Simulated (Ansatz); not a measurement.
PbSe:
```
PbSe
1.0
    0.00000     3.44997     3.44997
    3.44997     0.00000     3.44997
    3.44997     3.44997     0.00000
Se Pb
1 1
Direct
  0.75000   0.75000   0.75000
  0.00000   0.00000   0.00000
```

Relaxed with PBE. Special points in fractions of this cell's reciprocal vectors: Γ (0.000, 0.000, 0.000); X (0.500, 0.000, 0.500); U (0.625, 0.250, 0.625); K (0.375, 0.375, 0.750); L (0.500, 0.500, 0.500); W (0.500, 0.250, 0.750).

Problem. List the band energies nearest the valence-band maximum at these points for plane-wave PAW PBE (Ansatz code).

Solution. In eV from the valence-band maximum; about four levels below and three above (degenerate sets whole), none deeper than 8.9 eV; points with the same levels are listed once.

| k | below | above |
|---|---|---|
| Γ | -6.44 -1.57 -1.57 -1.57 | 2.12 2.12 2.12 |
| X | -8.17 -2.75 -2.75 -0.50 | 0.67 4.76 4.76 |
| U | -8.13 -3.15 -2.56 -0.37 | 1.68 3.88 4.13 |
| L | -7.83 -2.08 -2.08 -1.96 | 2.86 2.86 3.58 |
| W | -8.16 -3.00 -2.95 0.00 | 2.13 2.76 4.48 |

Space group F-43m (zinc blende). A made-up cell: these elements were put on the sites of a structure type; neither database checked (COD, Materials Project) lists it. It is not the phase usual at ambient conditions (space group No. 225). The cell was relaxed with PBE under the symmetry of its start. At this level the phase is mechanically unstable. Spin–orbit coupling is left out wherever it is not named.

Potentials: the later of the program's two PAW sets.
